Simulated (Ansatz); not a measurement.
A 2-atom cell of PbS (R3m) from a materials database, relaxed with r2SCAN+rVV10, was run in the plane-wave code Ansatz under altered settings. All numbers are computed, without spin polarisation but where a row says otherwise.

```yaml
crystal:
  lattice:
    - [2.10051, 1.21273, 3.43019]
    - [-2.10051, 1.21273, 3.43019]
    - [0.00000, -2.42546, 3.43019]
  atoms:
    - { symbol: Pb, position: [0.97814, 0.97814, 0.97814] }
    - { symbol: S, position: [0.47746, 0.47746, 0.47746] }
```

The base run's other keys:
```yaml
kpoints:
  mp_grid: { grid: [4, 4, 4] }
hamiltonian:
  xc: hse06
scf:
  occupations: { method: fixed }
  n_extra_bands: 4
```

It takes 13 iterations with 965 plane waves at 420 eV and 13 k points, and leaves a mean stress of +0.93 GPa. The gap over this mesh is 0.815 eV. It ran on 4 threads of Arm Neoverse N1, on a shared host.

Outcomes, with energy and stress as changes against the base:
```csv
setting,outcome,ΔF (meV/atom),Δ mean stress (GPa),gap on the mesh (eV),iterations,wall time
"PBE hybrid, exx coeff 0.3, omega 0.1 1/Å",converged,–,-0.3,1.221,13,14 s
hamiltonian.xc: r2scan50 (cutoff then 500 eV),converged,–,-0.6,2.663,18,25 s
hamiltonian.xc: wpbeh,converged,–,+0.4,0.776,13,14 s
"PBE hybrid, exx coeff -0.2, omega 0.3 1/Å",refused,–,–,–,–,0.04 s
basis.ecutwfc: 900,converged,-0.8,0.0,0.815,13,50 s
```
A dash marks a value that wasn't obtained or can't be compared. Stress is positive in compression. The base took 14 s.

- PBE hybrid, exx coeff 0.3, omega 0.1 1/Å. That is 30 % exact exchange, screened with ω = 0.1 1/Å, against HSE06's 25 % screened at 0.208 1/Å. The mean stress moves by -0.3 GPa and the gap on the mesh by +0.406 eV (to 1.221). Totals of different functionals aren't comparable. The program warns that on this mesh the truncation of the exchange isn't bounded, so part of the change can be an error of the mesh.
- hamiltonian.xc: r2scan50. The cutoff follows the functional, from 420 to 500 eV. The mean stress moves by -0.6 GPa and the gap on the mesh by +1.848 eV (to 2.663). It's another functional on the same cell, so totals aren't comparable.
- hamiltonian.xc: wpbeh. The mean stress moves by +0.4 GPa and the gap on the mesh by -0.038 eV (to 0.776). It's another functional on the same cell, so totals aren't comparable.
- PBE hybrid, exx coeff -0.2, omega 0.3 1/Å. It is rejected at once. Error: invalid value for `hamiltonian.xc.exx.coeff`: must be finite and in (0, 1]; got -0.2

Within 1 meV an atom, 0.1 GPa and 0.005 eV of the base stay: basis.ecutwfc: 900.

Spin-orbit coupling is left out; in compounds of Pb, Bi, Tl or Hg it can lower a gap by up to about 1 eV, split its edges or invert the bands.

The program warns that its thresholds are loose for a hybrid's stress.

The meshes of the hybrids are coarse, so their gaps aren't converged to the digits shown.
